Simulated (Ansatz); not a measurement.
LaAlH6:
```
CELL_PARAMETERS angstrom
      3.26093     1.88270     2.09919
     -3.26093     1.88270     2.09919
      0.00000    -3.76540     2.09919
ATOMIC_POSITIONS crystal
  La 0.50000 0.50000 0.50000
  Al 0.00000 0.00000 0.00000
  H  0.93915 0.29163 0.29163
  H  0.06085 0.70837 0.70837
  H  0.29163 0.93915 0.29163
  H  0.70837 0.06085 0.70837
  H  0.29163 0.29163 0.93915
  H  0.70837 0.70837 0.06085
```

Relaxed with r²SCAN.

Problem. Map the electron localisation function on the plane through (0.500, 0.500, 0.500) spanned by u = [1, 0, 0] and v = [0, 1, 1] in lattice vectors, from the program Ansatz at the r²SCAN level (PAW).

Solution. x is the fraction of u, y of v (the angle between them is 103°; rows are the nearest grid lines); atoms in the plane: La at (0.00, 0.00), Al at (0.50, 0.50), H at (0.44, 0.79), H at (0.56, 0.21).
```
|00378851001110015887300|
|01588731012221015887300|
|35788521267763115887533|
|88873127999998312578888|
|77631169999999411256777|
|43201389999999510013444|
|10001699999998410001111|
|00002689999984211111000|
|00001468999842122221100|
|00001234665200123322100|
|00000112100000023322100|
|00001111000000012221000|
|00012221000000011110000|
|00122332000000121100000|
|00122332100256643210000|
|00112222124899986410000|
|00011111248999998620000|
|11110001489999999610001|
|44431001599999998310234|
|77765211499999996113677|
|88887521389999972137888|
|33578851136776212588753|
|00378851012221013788510|
|00378851001110015887300|
```
Scale: ten equal steps from 0.001 (start of '0') to 1.00 (end of '9'), in the order '0123456789'; x runs from 0.000 to 1.00, y from 0.000 (bottom) to 1.00 (top).

The density is the valence pseudo-density with augmentation charge, so density and ELF within about 1 Å of a nucleus are not all-electron values.

Space group R-3m. The workflow started from a Materials Project entry (that database holds measured and hypothetical structures alike); the Crystallography Open Database copy checked does not list it. Its standing as an ambient phase is unchecked. Symmetry was held in the r²SCAN relaxation; its stability against distortions is not shown here. Scalar-relativistic: spin–orbit coupling is off unless named, which matters more the heavier the elements.

Potentials: the later of the program's two PAW sets.
